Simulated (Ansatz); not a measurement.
Molecular dynamics on a 1×2×2 supercell (24 atoms) of SiO2 (P4_2/mnm), relaxed with r2SCAN. Forces come from PBE in Ansatz 0.2.0: a Nosé-Hoover thermostat at fixed volume, 1300 K, steps of 1.5 fs. Computed, non-magnetic; the trajectory is short and the cell small, so nothing here is a converged average.

```yaml
crystal:
  lattice:
    - [4.1851894793, 0.0, 0.0]
    - [0.0, 8.3703789585, 0.0]
    - [0.0, 0.0, 5.3376791313]
  atoms:
    - { symbol: Si, position: [0.0, 0.0, 0.0] }
    - { symbol: Si, position: [0.5, 0.25, 0.25] }
    - { symbol: O, position: [0.3061010396, 0.1530505198, 0.0] }
    - { symbol: O, position: [0.1938989604, 0.4030505198, 0.25] }
    - { symbol: O, position: [0.6938989604, 0.3469494802, 0.0] }
    - { symbol: O, position: [0.8061010396, 0.0969494802, 0.25] }
    - { symbol: Si, position: [0.0, 0.0, 0.5] }
    - { symbol: Si, position: [0.5, 0.25, 0.75] }
    - { symbol: O, position: [0.3061010396, 0.1530505198, 0.5] }
    - { symbol: O, position: [0.1938989604, 0.4030505198, 0.75] }
    - { symbol: O, position: [0.6938989604, 0.3469494802, 0.5] }
    - { symbol: O, position: [0.8061010396, 0.0969494802, 0.75] }
    - { symbol: Si, position: [0.0, 0.5, 0.0] }
    - { symbol: Si, position: [0.5, 0.75, 0.25] }
    - { symbol: O, position: [0.3061010396, 0.6530505198, 0.0] }
    - { symbol: O, position: [0.1938989604, 0.9030505198, 0.25] }
    - { symbol: O, position: [0.6938989604, 0.8469494802, 0.0] }
    - { symbol: O, position: [0.8061010396, 0.5969494802, 0.25] }
    - { symbol: Si, position: [0.0, 0.5, 0.5] }
    - { symbol: Si, position: [0.5, 0.75, 0.75] }
    - { symbol: O, position: [0.3061010396, 0.6530505198, 0.5] }
    - { symbol: O, position: [0.1938989604, 0.9030505198, 0.75] }
    - { symbol: O, position: [0.6938989604, 0.8469494802, 0.5] }
    - { symbol: O, position: [0.8061010396, 0.5969494802, 0.75] }
kpoints:
  mp_grid: { grid: [4, 2, 2] }
hamiltonian:
  xc: pbe
scf:
  occupations: { method: fermi_dirac, width: 0.112 }
md:
  ensemble: nvt_nose_hoover
  temperature: 1300
  timestep: 1.5
  n_steps: 30
  initial_velocities: maxwell_boltzmann
  seed: 321
```

Command: `ansatz run input.yaml --threads 4 --pin off --max-ram 5529MiB --backend cpu --events-out ev --progress --plain --runs-dir out`.

Task: What wall time did it need on 4 threads of Intel(R) Xeon(R) 6975P-C (Granite Rapids) (shared host), and how much host memory at the peak?

Result: About 63 s, with a peak of 0.78 GiB.

```
step  t (fs)  T (K)  free energy F from step 0 (meV/atom)  kinetic energy (meV/atom)  largest force (eV/Å)
   0       0   1300                                   0.0                      161.0                  0.08
   1     1.5   1267                                   4.2                      156.9                  0.82
   2       3   1169                                  16.3                      144.9                  1.60
   3     4.5   1022                                  34.7                      126.6                  2.28
   4       6    846                                  56.8                      104.8                  2.92
   5     7.5    664                                  79.5                       82.3                  3.45
   6       9    503                                  99.7                       62.3                  3.77
   7    10.5    380                                 115.1                       47.0                  3.86
   8      12    306                                 124.3                       37.9                  3.70
   9    13.5    283                                 127.1                       35.0                  3.60
  10      15    303                                 124.6                       37.5                  3.64
  11    16.5    352                                 118.5                       43.6                  3.62
  12      18    416                                 110.5                       51.6                  3.53
  13    19.5    482                                 102.5                       59.7                  3.45
  14      21    539                                  95.6                       66.8                  3.31
  15    22.5    581                                  90.5                       72.0                  3.16
  16      24    607                                  87.6                       75.2                  3.29
  17    25.5    619                                  86.5                       76.7                  3.78
  18      27    621                                  86.6                       76.9                  4.11
  19    28.5    619                                  87.3                       76.7                  4.20
  20      30    619                                  87.7                       76.6                  4.01
  21    31.5    625                                  87.3                       77.4                  4.08
  22      33    639                                  86.0                       79.1                  4.27
  23    34.5    660                                  83.8                       81.7                  4.29
  24      36    684                                  81.2                       84.7                  4.13
  25    37.5    706                                  79.0                       87.4                  3.83
  26      39    721                                  77.6                       89.3                  3.65
  27    40.5    728                                  77.3                       90.2                  3.39
  28      42    727                                  78.0                       90.1                  3.02
  29    43.5    722                                  79.3                       89.4                  3.46
  30      45    716                                  80.6                       88.7                  3.83
```

The temperature starts at 1300 K, is lowest at step 9 (283 K, 13.5 fs) and ends at 716 K. The thermostat hasn't had time to restore it. The atoms start on their lattice sites with kinetic energy alone, so much of it first passes into potential energy. By the last step the atoms have moved 0.10 Å in the root mean square, the drift of the whole cell taken out, 0.17 Å at most.

Positions (Å) and forces (eV/Å) at step 30:
```
Si  -0.113  -0.065   0.061     2.268   1.120  -0.596
Si   2.192   2.107   1.392    -2.536  -0.058  -0.181
O    1.386   1.286   0.026    -1.294  -1.246   0.280
O    0.843   3.306   1.350     0.262   0.927  -0.981
O    2.970   2.852   0.051     0.583   1.729  -0.843
O    3.492   0.915   1.394    -1.634  -1.356  -1.217
Si  -0.025   0.071   2.710     1.228  -1.140  -0.162
Si   2.167   2.084   4.087    -1.858   0.456  -1.627
O    1.176   1.304   2.642     3.475   0.403   1.554
O    0.804   3.417   3.955     1.315  -1.046   1.142
O    2.957   2.918   2.717    -1.162  -1.008  -0.146
O    3.386   0.854   4.015    -0.276  -0.457   0.637
Si   0.003   4.180  -0.066     0.406  -0.346   0.800
Si   2.019   6.294   1.324     1.301  -0.561  -0.395
O    1.276   5.473  -0.018     0.314  -0.085  -0.595
O    0.766   7.465   1.380    -0.523   1.897  -0.859
O    2.846   7.140  -0.030    -0.839  -0.801   0.578
O    3.463   4.952   1.297    -2.203   1.396  -0.739
Si   0.010   4.173   2.610     0.401  -0.538   0.367
Si   2.028   6.300   3.944     0.716  -0.593   0.292
O    1.260   5.426   2.610     1.277   1.265   0.787
O    0.675   7.533   4.022     2.057  -0.407  -0.057
O    2.991   7.080   2.615    -2.947  -0.379   0.545
O    3.348   4.981   3.915    -0.331   0.826   1.414
```
